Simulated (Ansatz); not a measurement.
The relaxed structure here is a generated cell of Al2Cu: the first start was made by a random draw of sites in a space group, and the end was not matched to a known phase here, so it may be hypothetical. Known forms of Al2Cu include space group No. 140.

A relaxed cell of Al₂Cu (Amm2 (No. 38)), relaxed on a k-mesh at least as fine as the one used below. Calculation: PBEsol (plane waves to 420 eV, PAW, scalar-relativistic; Ansatz, a quantum-chemistry and plane-wave program). Γ-centred k-mesh 6×9×9 on the run's cell (coarser than for final values), Fermi–Dirac smearing 0.05 eV.

```
Al2Cu
1.0
    5.59689     0.00000     0.00000
    0.00000     1.98456     3.99655
    0.00000    -1.98456     3.99655
Al Cu
4 2
Direct
  0.00000   0.30178   0.30178
  0.50000   0.30178   0.30178
  0.25000   0.98911   0.98911
  0.75000   0.98911   0.98911
  0.00000   0.61272   0.61272
  0.50000   0.61272   0.61272
```

The atoms are displaced by (Å):

| atom | ux | uy | uz |
|---|---|---|---|
| Al1 | -0.031 | -0.160 | -0.077 |
| Al2 | 0.047 | -0.096 | -0.002 |
| Al3 | 0.023 | 0.013 | -0.132 |
| Al4 | -0.088 | 0.019 | -0.045 |
| Cu5 | 0.111 | 0.105 | -0.039 |
| Cu6 | 0.038 | 0.001 | 0.087 |

What forces (eV/Å) and pressure result?


```json
[
 {"atom": "Al1", "Fx": "0.10", "Fy": "1.39", "Fz": "0.46"},
 {"atom": "Al2", "Fx": "-0.26", "Fy": "0.84", "Fz": "0.17"},
 {"atom": "Al3", "Fx": "-0.28", "Fy": "-0.31", "Fz": "0.18"},
 {"atom": "Al4", "Fx": "0.60", "Fy": "-0.38", "Fz": "0.18"},
 {"atom": "Cu5", "Fx": "-0.04", "Fy": "-1.14", "Fz": "-0.66"},
 {"atom": "Cu6", "Fx": "-0.11", "Fy": "-0.40", "Fz": "-0.32"}
]
```

Pressure +1.1 GPa.

Estimate the energy cost of the displacement in the harmonic approximation and compare with the calculation.

For a harmonic well ΔE = −½ Σ F·u = 0.293 eV a cell, or 49 meV/atom. The calculated energy relative to the undisplaced cell is +0.05 eV/atom, so the harmonic estimate holds well.

The undisplaced cell is probably no minimum: from this displacement the run went on to C2/m (No. 12) at a tolerance of 0.01 Å, Immm (No. 71) at 0.1 Å, 0.10 eV/atom below it.

No spin polarisation in the result.
